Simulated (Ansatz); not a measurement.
Li3LaSb2:
```
Li3LaSb2
1.0
    4.63913     0.00000     0.00000
   -2.31956     4.01760     0.00000
    0.00000     0.00000     7.48294
Li La Sb
3 1 2
Direct
  0.00000   0.00000   0.50000
  0.66667   0.33333   0.35879
  0.33333   0.66667   0.64121
  0.00000   0.00000   0.00000
  0.33333   0.66667   0.25860
  0.66667   0.33333   0.74140
```

Relaxed with r²SCAN.

Question: Map the electron localisation function on the plane through (0.000, 0.000, 0.500) spanned by u = [0, 0, 1] and v = [1, -1, 0] in lattice vectors, from DFT-r²SCAN in the program Ansatz with PAW potentials.

Answer: x is the fraction of u, y of v (the angle between them is 90°; rows are the nearest grid lines); atoms in the plane: Li at (0.00, 0.00), Li at (0.86, 0.67), Li at (0.14, 0.33), La at (0.50, 0.00), Sb at (0.76, 0.33), Sb at (0.24, 0.67).
```
y \ x   0.000  0.0811  0.189  0.270  0.351  0.459  0.541  0.649  0.730  0.811  0.919   1.00
------  -----  ------  -----  -----  -----  -----  -----  -----  -----  -----  -----  -----
1.00    0.999   0.223  0.091  0.033  0.673  0.125  0.125  0.673  0.033  0.091  0.223  0.999
0.925   0.239   0.014  0.334  0.120  0.365  0.811  0.811  0.363  0.058  0.153  0.011  0.239
0.850   0.132   0.565  0.709  0.659  0.296  0.427  0.428  0.050  0.136  0.191  0.104  0.132
0.775   0.366   0.695  0.373  0.354  0.566  0.285  0.042  0.077  0.132  0.028  0.023  0.366
0.700   0.352   0.576  0.035  0.004  0.339  0.670  0.177  0.076  0.022  0.794  0.464  0.352
0.625   0.362   0.589  0.056  0.011  0.350  0.665  0.169  0.097  0.034  0.580  0.286  0.362
0.550   0.294   0.670  0.414  0.386  0.609  0.452  0.112  0.501  0.634  0.276  0.098  0.294
0.450   0.294   0.098  0.276  0.634  0.501  0.112  0.452  0.609  0.386  0.414  0.670  0.294
0.375   0.362   0.286  0.580  0.034  0.097  0.169  0.665  0.350  0.011  0.056  0.589  0.362
0.300   0.352   0.464  0.794  0.022  0.076  0.177  0.670  0.339  0.004  0.035  0.576  0.352
0.225   0.366   0.023  0.028  0.132  0.077  0.042  0.285  0.566  0.354  0.373  0.695  0.366
0.150   0.132   0.104  0.191  0.136  0.050  0.428  0.427  0.296  0.659  0.709  0.565  0.132
0.0750  0.239   0.011  0.153  0.058  0.363  0.811  0.811  0.365  0.120  0.334  0.014  0.239
0.000   0.999   0.223  0.091  0.033  0.673  0.125  0.125  0.673  0.033  0.091  0.223  0.999
```

The density is the valence pseudo-density with augmentation charge, so density and ELF within about 1 Å of a nucleus are not all-electron values.

Space group P-3m1. The first step of the workflow began from a Materials Project structure, measured or hypothetical; the Crystallography Open Database copy checked does not list it. Its standing as an ambient phase is unchecked. The r²SCAN relaxation kept the symmetry of its start; its stability against distortions is not shown here. Spin–orbit coupling is left out wherever it is not named.

Potentials: the later of the program's two PAW sets.
